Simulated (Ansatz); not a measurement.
Relaxed-ion elastic tensor of SiGe (wurtzite, P6_3mc) in GPa (Voigt order), the program Ansatz at the r²SCAN level (PAW); density 3.93 g/cm³, 21.29 Å³ per atom.

```
 180  44.7  26.4   0.0   0.0   0.0
44.7   180  26.4   0.0   0.0   0.0
26.4  26.4   206   0.0   0.0   0.0
 0.0   0.0   0.0  50.9   0.0   0.0
 0.0   0.0   0.0   0.0  50.9   0.0
 0.0   0.0   0.0   0.0   0.0  67.6
```

Q: Is the crystal mechanically stable?

A: Yes: the smallest eigenvalue of C is 50.9 GPa.

Q: Work out the Voigt, Reuss and Hill averages.

A: K_V = 84.6, K_R = 84.5, K_H = 84.6; G_V = 65.1, G_R = 62.4, G_H = 63.7 GPa.

Q: Give Young's modulus, Poisson's ratio, Pugh's ratio and the universal anisotropy index.

A: E = 9KG/(3K + G) = 153 GPa; ν = 0.20; K/G = 1.33 (brittle by the Pugh limit of 1.75); A_U = 5G_V/G_R + K_V/K_R − 6 = 0.22.

Q: Estimate the sound speeds and the Debye temperature.

A: v_l = √((K + 4G/3)/ρ) = 6570 m/s, v_t = √(G/ρ) = 4030 m/s, mean 4450 m/s; Θ = (h/k)(3n/4πV)^(1/3) v_m = 478 K.

Q: How much does each axis shrink under pressure?

A: Linear compressibilities β_i = Σ_j S_ij (j = 1 to 3): x 4.0, y 4.0, z 3.8 per TPa.

The first step of the workflow began from a Materials Project structure, measured or hypothetical; the Crystallography Open Database copy checked does not list it. Whether it is the stable phase at ambient conditions was not checked. The cell was relaxed with r²SCAN under the symmetry of its start; of distortions, only those at the zone centre were tested.

Potentials: the earlier of the program's two PAW sets.
